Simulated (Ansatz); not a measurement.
Input file for Ansatz (a quantum-chemistry and plane-wave program):

Ansatz 0.2 input:
```yaml
crystal:
  lattice:
    - [3.2609287135, 1.8826980706, 2.0991907018]
    - [-3.2609287135, 1.8826980706, 2.0991907018]
    - [0.0, -3.7653961411, 2.0991907018]
  atoms:
    - { symbol: La, position: [0.5, 0.5, 0.5] }
    - { symbol: Al, position: [0.0, 0.0, 0.0] }
    - { symbol: H, position: [0.9391510107, 0.2916334253, 0.2916334253] }
    - { symbol: H, position: [0.0608489893, 0.7083665747, 0.7083665747] }
    - { symbol: H, position: [0.2916334253, 0.9391510107, 0.2916334253] }
    - { symbol: H, position: [0.7083665747, 0.0608489893, 0.7083665747] }
    - { symbol: H, position: [0.2916334253, 0.2916334253, 0.9391510107] }
    - { symbol: H, position: [0.7083665747, 0.7083665747, 0.0608489893] }
kpoints:
  mp_grid: { grid: [6, 6, 6] }
hamiltonian:
  xc: r2scan
  pseudopotentials: { kind: paw }
scf:
  occupations: { method: fixed }
output:
  optics: { e_range: [0.0, 15.0], de: 0.05, sigma: 0.1, bands: { spectra_wanted_up_to: 12 eV } }
```

Output (shortened):

```
output.optics: the spectra are integrated over the Brillouin zone by k·p interpolation around the k-points, where levels, occupations, output.optics.sigma and …
Pseudopotential: La, paw, valence charge 11
Pseudopotential: Al, paw, valence charge 3
Pseudopotential: H, paw, valence charge 1
Functional definition: r2SCAN
Crystal: 8 atoms, lattice volume = 77.326 Å³
Basis set: ecut = 500 eV, 1969 PW (Γ), exchange–correlation on 128×128×128 points (64 copies of the dense FFT grid, shifted against one another)
Bands: 18, of which v1, the nominal top of the filled ones, is band 10 counted from 1 (9 counted from 0)
Symmetry: 12 space group operations
Space group: R-3m (ITA 166), of the structure as read, at distance tolerance 4.3e-5 Å
k-points: 32 of 216
SCF iter   1: F=—  HF=-6904.142141 eV  |F-HF|=—  |Δ(HF+E_count)|=         —  Δρ=9.11e-3  dr2=8.37e-2  dr2_τ=2.79e-2  ethr=1.77e-3  ⟨swp⟩=4.8  Hψ=2489  notcnv=0  defer=113
preconditioner: auto → none
SCF iter   2: F=—  HF=-6904.185426 eV  |F-HF|=—  |Δ(HF+E_count)|=   4.33e-2  Δρ=3.12e-3  dr2=7.67e-3  dr2_τ=1.06e-3  ethr=4.18e-4  ⟨swp⟩=3.0  Hψ=1408  notcnv=0  defer=157
SCF iter   3: F=—  HF=-6904.185528 eV  |F-HF|=—  |Δ(HF+E_count)|=   1.02e-4  Δρ=1.45e-3  dr2=1.13e-3  dr2_τ=3.43e-5  ethr=3.84e-5  ⟨swp⟩=2.6  Hψ=822  notcnv=0  defer=190
SCF iter   4: F=—  HF=-6904.186040 eV  |F-HF|=—  |Δ(HF+E_count)|=   5.12e-4  Δρ=2.95e-4  dr2=3.91e-5  dr2_τ=3.82e-6  ethr=5.64e-6  ⟨swp⟩=3.3  Hψ=919  notcnv=0  defer=189
SCF iter   5: F=—  HF=-6904.186078 eV  |F-HF|=—  |Δ(HF+E_count)|=   3.87e-5  Δρ=8.43e-5  dr2=2.95e-6  dr2_τ=2.15e-7  ethr=1.96e-7  ⟨swp⟩=2.6  Hψ=929  notcnv=0  defer=187
SCF iter   6: F=—  HF=-6904.186082 eV  |F-HF|=—  |Δ(HF+E_count)|=   3.59e-6  Δρ=1.02e-5  dr2=5.23e-8  dr2_τ=2.64e-9  ethr=1.47e-8  ⟨swp⟩=2.0  Hψ=847  notcnv=0  defer=37
SCF iter   7: F=—  HF=-6904.186083 eV  |F-HF|=—  |Δ(HF+E_count)|=   1.46e-6  Δρ=1.18e-6  dr2=1.01e-9  dr2_τ=4.06e-11  ethr=2.62e-10  ⟨swp⟩=2.0  Hψ=870  notcnv=0  defer=36
SCF iter   8: F=—  HF=-6904.186083 eV  |F-HF|=—  |Δ(HF+E_count)|=   1.27e-9  Δρ=1.83e-7  dr2=2.03e-11  dr2_τ=6.19e-13  ethr=5.05e-12  ⟨swp⟩=2.0  Hψ=847  notcnv=0  defer=35
SCF iter   9: F=-6904.186083 eV  HF=-6904.186083 eV  |F-HF|=4.55e-12  |Δ(HF+E_count)|=  3.09e-11  Δρ=3.23e-8  dr2=4.94e-13  dr2_τ=3.08e-14  ethr=1.00e-12  ⟨swp⟩=8.5  Hψ=2316  notcnv=0
SCF 1 converged in 9 iterations: F = -6904.186083 eV  dr2 = 4.94e-13
NSCF: frozen V_eff on 32 k-points
Optics k sum: 0 of 32 k-points
Optics k sum: 2 of 32 k-points
Optics k sum: 4 of 32 k-points
Optics k sum: 5 of 32 k-points
Optics k sum: 7 of 32 k-points
Optics k sum: 8 of 32 k-points
Optics k sum: 10 of 32 k-points
Optics k sum: 12 of 32 k-points
Optics k sum: 13 of 32 k-points
Optics k sum: 15 of 32 k-points
Optics k sum: 16 of 32 k-points
Optics k sum: 18 of 32 k-points
Optics k sum: 20 of 32 k-points
Optics k sum: 21 of 32 k-points
Optics k sum: 23 of 32 k-points
Optics k sum: 24 of 32 k-points
Optics k sum: 26 of 32 k-points
Optics k sum: 28 of 32 k-points
Optics k sum: 29 of 32 k-points
Optics k sum: 31 of 32 k-points
Optics k sum: 32 of 32 k-points
Optics k sum: 0 of 32 k-points
Optics k sum: 2 of 32 k-points
Optics k sum: 4 of 32 k-points
Optics k sum: 5 of 32 k-points
Optics k sum: 7 of 32 k-points
Optics k sum: 8 of 32 k-points
Optics k sum: 10 of 32 k-points
Optics k sum: 12 of 32 k-points
Optics k sum: 13 of 32 k-points
Optics k sum: 15 of 32 k-points
Optics k sum: 16 of 32 k-points
Optics k sum: 18 of 32 k-points
Optics k sum: 20 of 32 k-points
Optics k sum: 21 of 32 k-points
Optics k sum: 23 of 32 k-points
Optics k sum: 24 of 32 k-points
Optics k sum: 26 of 32 k-points
Optics k sum: 28 of 32 k-points
Optics k sum: 29 of 32 k-points
Optics k sum: 31 of 32 k-points
Optics k sum: 32 of 32 k-points
NSCF: frozen V_eff on 1 k-points
NSCF: frozen V_eff on 1 k-points
output.optics: what the bands over the 30 summed would add to eps1, eps2 and the energy-loss function is held between a lower and an upper bound (13 Lanczos …
SCF converged after 9 iterations
Free energy (F): -6904.186083 eV
Harris-Foulkes:  -6904.186083 eV  (|F-HF|=4.55e-12)
Internal energy: -6904.186083 eV  (E = F + TS)
E sigma→0 (E₀):  -6904.186083 eV
Fermi energy:    5.080948 eV
--- Per-component energies (eV) ---
  E_band       = -90.419204
  E_kinetic    = 300.759640
  E_local      = -463.444700  (includes V_loc(G=0)·N_el)
  E_nonlocal   = 112.573766
  E_hartree    = 144.229234
  E_xc         = -225.817158
  E_vxc        = -269.865376  (∫ρ·V_xc dr)
  E_paw        = -5914.559173  (= ΣΔE_a)
  E_vpaw       = -71.274817  (= ΣTr[D̂ρ^β])
  E_aug_tail   = -0.002735  (compensation charges beyond the density's cutoff)
  E_vtau       = 12.376544  (kinetic-family band-sum trace: ∫τ·v_τ [+ j·A + Jᵃ·Aᵃ] dr)
  E_ewald      = -857.933360
  E_core_change = 0.008404  (= ΣΔE_core)
  E_smearing   =  0.000000  (= −TS)
  E_closure    =  0.000000  (closes the sum)
  Σ components = -6904.186083   (vs F -6904.186083, Δ=0.00e0)
  [band-id]    e_kinetic+e_local+e_nonlocal+2·e_hartree+e_vxc+e_vpaw+e_augmentation_tail+e_vtau = -90.419210   (vs E_band -90.419204, Δ=-6.63e-6)
--- Band table (eV; the first three rows and the last of 32) ---
  k-point 0: bands = ["-26.9785", "-10.3582", "-10.1233", "-10.1233", "-2.7646", "2.8546", "2.8546", "3.2808", "3.2808", "3.3735", "8.0334", "9.1764", "9.2375", "9.3229", "9.3229", "9.4371", "9.4371", "9.6251"]
  k-point 1: bands = ["-26.9741", "-10.3968", "-10.1793", "-10.1188", "-2.4634", "2.1531", "2.5521", "3.0446", "3.7397", "3.8144", "8.4628", "8.9762", "9.1999", "9.2955", "9.3026", "9.4427", "9.4598", "9.6256"]
  k-point 2: bands = ["-26.9654", "-10.5403", "-10.2126", "-10.1099", "-1.6785", "0.9612", "2.2775", "2.5342", "4.3855", "4.6259", "8.7892", "9.0169", "9.1578", "9.2242", "9.2581", "9.4266", "9.4640", "9.6904"]
  k-point 31: bands = ["-26.9289", "-10.4885", "-10.4566", "-10.4566", "0.0359", "0.7991", "1.7931", "1.7931", "3.6861", "3.6861", "8.8116", "9.2974", "9.2974", "9.3851", "9.3851", "9.4403", "9.4646", "11.0271"]
```

Cost: around 80 core-seconds (rough) on shared cores.

The workflow started from a Materials Project entry (that database holds measured and hypothetical structures alike); the Crystallography Open Database copy checked does not list it. Its standing as an ambient phase is unchecked. The cell was relaxed with r²SCAN under the symmetry of its start; its stability against distortions is not shown here. Scalar-relativistic: spin–orbit coupling is off unless named, which matters more the heavier the elements.

Potentials: the later of the program's two PAW sets.

Ansatz is a plane-wave DFT program.
